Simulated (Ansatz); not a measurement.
**Question.** Tc (hcp (Mg type), P6_3/mmc) is relaxed with PBE in the plane-wave PAW code Ansatz. What lattice parameters of the conventional cell result?

**Answer.** a = 2.752 Å, c = 4.403 Å.

The PBE relaxation kept the symmetry of its start. The run is not spin-polarised. Axis ratios of metals converge slowly with the k-mesh, so a and c are less sure than the volume.

Potentials: the later of the program's two PAW sets.
